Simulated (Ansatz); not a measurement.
Input:

SiW:
```
CELL_PARAMETERS angstrom
      1.54483    -4.44495     0.00000
      1.54483     4.44495     0.00000
      0.00000     0.00000     4.19295
ATOMIC_POSITIONS crystal
  Si 0.58554 0.41446 0.75000
  Si 0.41446 0.58554 0.25000
  W  0.86137 0.13863 0.75000
  W  0.13863 0.86137 0.25000
```

This is the PBE-relaxed structure.

Question: All from PBE (plane waves, PAW; program Ansatz), unless another level is named. Give the electronic character.

Answer: metallic (no gap).

Question: Predict the formation energy from the elements (no fitted shifts).

Answer: -0.071 eV/atom.

Question: Give the density of states at the Fermi level.

Answer: 0.38 states/eV per atom (mean over ±0.08 eV).

Space group Cmcm. The cell is a constructed one: a structure type filled with these elements; neither database checked (COD, Materials Project) lists it. Whether it is the stable phase at ambient conditions was not checked. The PBE relaxation kept the symmetry of its start; whether a distortion lowers the energy is not shown. The run is not spin-polarised. The references are the lowest solids computed at this level, not always the standard phases. Scalar-relativistic: spin–orbit coupling is off unless named, which matters more the heavier the elements.

Potentials: the later of the program's two PAW sets.
